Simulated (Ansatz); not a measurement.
MnSi (FeSi type, space group P2_13)

```xyz
8
Lattice="4.5566 0.0000 0.0000 0.0000 4.5566 0.0000 0.0000 0.0000 4.5566" Properties=species:S:1:pos:R:3 pbc="T T T"
Mn     0.6339     0.6339     0.6339
Mn     2.9122     1.6444     3.9227
Mn     3.9227     2.9122     1.6444
Mn     1.6444     3.9227     2.9122
Si     3.8515     3.8515     3.8515
Si     1.5732     2.9833     0.7050
Si     0.7050     1.5732     2.9833
Si     2.9833     0.7050     1.5732
```

The slice is a {210} plane (indices of the conventional cell) through the point (0.639, 0.361, 0.861) (fractional), spanned by u = [100] and v = [021] in vectors of this cell: u (4.56 Å) and v (10.19 Å, at 90° to u). It covers one period; positions are fractions (u, v).

All values below come from r2SCAN (plane waves to 500 eV, PAW, scalar-relativistic; Ansatz, a program for electronic structure). k mesh 10×10×10. Inside the PAW spheres the values are not all-electron values, and peaks at nuclei hang on which shells count as valence. MnSi was relaxed with its symmetry unable to fall. Relaxed MnSi ends ferromagnetic. Other magnetic orders were not checked, so this need not be the ground state.

### Question
Sketch the ELF of the up spins on this plane as a map.

### Answer
```
|x#:.*@@@@#.:#|
|-: :*%@@@#: .|
| .-=+*%%#+-. |
|=++==+*+:   :|
|+#*===-.:=- .|
|=##**+:.*xx= |
|-*%%#+..%xx* |
|:==+==. =xx- |
|. .:..:  ::  |
|  -+: :-::...|
| .=*=.-++=-:.|
|..:-:.=*+-...|
|*=.  :**=: .-|
|@@#-:=++=:.:*|
|=#@#=....:=+=|
|xx#%-.:: .*%-|
|x:%%:-#*-.*@=|
|-+@*.-xx-.+%+|
|=*#= .==:.===|
|.=++:  .-++:.|
|.-*#*--+@@#-.|
|-+#%#+*%@#++-|
|+#%%#++#*=+#*|
|+*%#+::=++%@*|
|.:=+:  -*%@*:|
|-:.:. .-+*=.:|
|x#: -=+**+.:#|
|xx= +%@%%+.=x|
```
Scale: ten equal steps from 0.16 (start of ' ') to 0.69 (end of '@'), in the order ' .:-=+*#%@'. Values: ELF of the up spins. The map has 13 points along u (one character each, u = 0 at the left) and 28 along v (v = 0 in the bottom row). Points within 0.5 Å of a nucleus are blanked (x), as the pseudised field means little there.
